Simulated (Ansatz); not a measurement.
All numbers below come from DFT PBE, scalar-relativistic, plane waves, PAW in Ansatz 0.2.0. Settings of the last relaxation (6-atom cell): 420 eV, 12×12×4 k points, Gaussian smearing of 0.10 eV, collinear spin.

Energies over the elements count from the elements' standard structures at the same level (O₂ as a molecule), with no fitted energy shifts.

**Question.** Give a relaxed trial structure of a hexagonal metal with formula K₂NbO₃, with a formation energy near −0.48 eV/atom, about 19 Å³ per atom and a net moment near 0.3 μB per atom, in a cell of 6 atoms. Its symmetry should be P-6m2 (No. 187).

**Answer.** K₂NbO₃, space group P-6m2 (No. 187). K has 6 O at 2.66 Å; around Nb lie 3 O at 2.05 Å; O on its first site has 3 O at 2.05 Å and 6 K at 2.66 Å; around O on its second site lie 3 O at 2.05 Å and 6 K at 2.66 Å; 1 more site not described.

```
K Nb O
1.0
     3.55750    0.00000    0.00000
    -1.77875    3.08088    0.00000
     0.00000    0.00000   10.56589
K Nb O
2 1 3
Direct
  0.33333 0.66667 0.83943
  0.33333 0.66667 0.16057
  0.66667 0.33333 0.50000
  0.66667 0.33333 0.00000
  0.00000 0.00000 0.00000
  0.00000 0.00000 0.50000
```

The volume per atom is 19.30 Å³, the density is 3.14 g/cm³ and the energy over the elements is −0.48 eV/atom. The gap on the 12×12×4 mesh of the 6-atom cell is 0 eV (a metal) and the net moment per atom is 0.29 μB. The moment by site is Nb 0.3; O 0.4 (×2) μB.

It was reached by relaxing an invented guess, and it needn't be the stable form of this composition. The answer needn't be unique; the calculation gave this one.

The magnetic state reached may not be the lowest. A structure relaxed within its symmetry needn't be a true minimum. Site moments count only spheres around the atoms; the net moment includes the space between them.
